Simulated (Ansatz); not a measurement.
In plane-wave PAW r²SCAN (Ansatz code), CaO in the tetragonal phase (P4/nmm; Ca on 2c, O on 2a) relaxes to a = 4.169 Å, c = 3.195 Å. Its formation energy from the elements is -2.80 eV/atom, with no fitted shifts.

It is gapped at this level: 4.06 eV (indirect). The valence maximum lies on the M–Γ line, 59 % of the way from M and the conduction minimum at Γ. The screened hybrid HSE06 puts the gap at 4.83 eV. Electrons at the band edge weigh 0.47 mₑ (isotropic). The hole mass is 0.88, 1.9, 2.9 mₑ (principal values).

An equation-of-state fit gives a bulk modulus of 33.4 GPa. Bader charges are Ca +1.50, O -1.50 e.

The start of the workflow was typed in or built on a structure type; neither database checked (COD, Materials Project) lists it. It is not the phase usual at ambient conditions (space group No. 225). The r²SCAN relaxation kept the symmetry of its start; whether a distortion lowers the energy is not shown. The volume moved by -17 % from the start of the relaxation. The references are the lowest solids computed at this level, not always the standard phases (solids in place of the gases).

Potentials: the earlier of the program's two PAW sets.
